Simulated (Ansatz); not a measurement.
# 4 guesses for YbTi3 and where they end

Computed with DFT PBE, scalar-relativistic, plane waves, PAW (Ansatz). All cells share a 420 eV cutoff and Γ-centred k meshes spaced at most about 0.3 Å⁻¹ (about 0.25 or finer for metals, 2π included). Collinear spin in cells that started with moments and kept them past the coarse steps, no spin elsewhere.

Each guess was relaxed in cell and atoms at zero pressure, within the symmetry of its start. All energies are static (0 K, no zero-point motion). Coordination counts all near atoms (those within 1.25 times the shortest distance at each site; a plus sign parts nearer from farther groups).

```csv
guess,made from,start group,V start (Å³/atom),end group,V end (Å³/atom),coordination at the end,gap on mesh (eV),largest moment (μB),E over the lowest end (meV/atom)
1,YPd3 type,Pm-3m,16.3,?,?,?,?,?,?
2,SmMg3 type,Fm-3m,20.9,Fm-3m (BiF3 (D0_3)),20.2,"Yb 8+6, Ti 8+6",0,1.0,129
3,GdCd3 type,P6_3/mmc,15.8,P6_3/mmc (Ni3Sn (D0_19)),20.2,"Yb 12, Ti 12",0,-,0
4,random cell,P4/mmm,17.8,P4/mmm,20.9,"Yb 6, Ti 6",0,0.0,776
```

Guess 1 as it starts:

```cif
data_structure
_symmetry_space_group_name_H-M 'P 1'
_symmetry_Int_Tables_number 1
_cell_length_a 4.0276
_cell_length_b 4.0276
_cell_length_c 4.0276
_cell_angle_alpha 90.000
_cell_angle_beta 90.000
_cell_angle_gamma 90.000
_cell_volume 65.33
loop_
_atom_site_label
_atom_site_type_symbol
_atom_site_fract_x
_atom_site_fract_y
_atom_site_fract_z
_atom_site_occupancy
Yb1 Yb 0.00000 0.00000 0.00000 1
Ti1 Ti 0.00000 0.50000 0.50000 1
Ti2 Ti 0.50000 0.00000 0.50000 1
Ti3 Ti 0.50000 0.50000 0.00000 1
```

Task: Fill in the missing row: what does this guess relax into, and where does it rank?

Result: It ends in the Cu3Au (L1_2) type, space group Pm-3m (No. 221), with a = 4.293 Å, 19.8 Å³/atom and no gap; its coordination is Yb 12, Ti 12, without spin. It lies 81 meV/atom over the lowest end, above guess 3 and below guess 2. Counting all near atoms, this end and the lowest (guess 3) both have Yb 12, Ti 12.

```cif
data_structure
_symmetry_space_group_name_H-M 'P 1'
_symmetry_Int_Tables_number 1
_cell_length_a 4.2930
_cell_length_b 4.2930
_cell_length_c 4.2930
_cell_angle_alpha 90.000
_cell_angle_beta 90.000
_cell_angle_gamma 90.000
_cell_volume 79.12
loop_
_atom_site_label
_atom_site_type_symbol
_atom_site_fract_x
_atom_site_fract_y
_atom_site_fract_z
_atom_site_occupancy
Yb1 Yb 0.00000 0.00000 0.00000 1
Ti1 Ti 0.00000 0.50000 0.50000 1
Ti2 Ti 0.50000 0.00000 0.50000 1
Ti3 Ti 0.50000 0.50000 0.00000 1
```

Formation energies are uncorrected and refer to the elements' standard structures at the same level.

Task: Is the lowest end bound against the elements?

Result: No: its formation energy is +0.24 eV/atom. A positive value: parting into the elements would lower its energy.

A magnetic state wasn't ruled out in cells without spin, among them Pm-3m. The 4f shell of Yb is treated without a Hubbard U. Another magnetic order may lie lower. Trial moments died out on the coarse mesh in P6_3/mmc; another magnetic start might hold. Cells relaxed within their symmetry can be saddle points. A lower structure may well exist outside this small set. Some structure types and database cells were kept out of the candidates from the start, so a known form may be missing.
